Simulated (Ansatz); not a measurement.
Values for one crystal, relaxed and computed with DFT-r²SCAN in the program Ansatz with PAW potentials; other levels are named.

| Item | Value |
|---|---|
| Volume per atom | 15.64 Å³ |
| Electronic character | metallic (no gap) |
| Bulk modulus (Birch–Murnaghan fit) | 272 GPa |
| Elastic constants (relaxed ions, GPa) | C11 = 494, C12 = 162, C44 = 106 |
| Gap with spin–orbit coupling | none (metallic) |
| Young's modulus | 329 GPa |
| Hill bulk and shear moduli | 273 and 127 GPa |

Question: Pick the material that matches.
A) Mo, bcc (W type)
B) K, bcc (W type)
C) Rh, bcc (W type)
D) Nb, bcc (W type)

Answer: A, Mo, bcc (W type)

Space group Im-3m (bcc (W type)). Symmetry was held in the r²SCAN relaxation. No spin polarisation was allowed. As this level gives no gap, shear constants depend on the k-mesh and smearing (Fermi–Dirac, 0.1 eV here). Scalar-relativistic: spin–orbit coupling is off unless named, which matters more the heavier the elements.

Potentials: the earlier of the program's two PAW sets.
